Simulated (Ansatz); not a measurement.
PIr2 (fluorite or antifluorite type, Fm-3m) under volume change, plane-wave PAW LDA (Ansatz code), scaled uniformly.

```json
[
 {"V (Å³/atom)": "12.656", "E − E(relaxed) (meV/atom)": "133.9", "P (GPa)": "37.58"},
 {"V (Å³/atom)": "13.074", "E − E(relaxed) (meV/atom)": "55.9", "P (GPa)": "22.80"},
 {"V (Å³/atom)": "13.491", "E − E(relaxed) (meV/atom)": "13.1", "P (GPa)": "10.40"},
 {"V (Å³/atom)": "13.908", "E − E(relaxed) (meV/atom)": "0.0", "P (GPa)": "-0.01"},
 {"V (Å³/atom)": "14.325", "E − E(relaxed) (meV/atom)": "11.7", "P (GPa)": "-8.73"},
 {"V (Å³/atom)": "14.743", "E − E(relaxed) (meV/atom)": "44.3", "P (GPa)": "-16.03"},
 {"V (Å³/atom)": "15.160", "E − E(relaxed) (meV/atom)": "94.2", "P (GPa)": "-22.12"}
]
```

### Question
What does a third-order Birch–Murnaghan fit give for V₀, B₀ and B′?

### Answer
V₀ = 13.91 Å³/atom, B₀ = 317 GPa, B′ = 4.9.

The workflow started from a Materials Project entry (that database holds measured and hypothetical structures alike); the Crystallography Open Database files this formula in space group No. 225, but the cells were not matched. Whether it is the stable phase at ambient conditions was not checked. The LDA relaxation kept the symmetry of its start; of distortions, only those at the zone centre were tested. No spin polarisation was allowed. Spin–orbit coupling is left out wherever it is not named.

Potentials: the later of the program's two PAW sets.
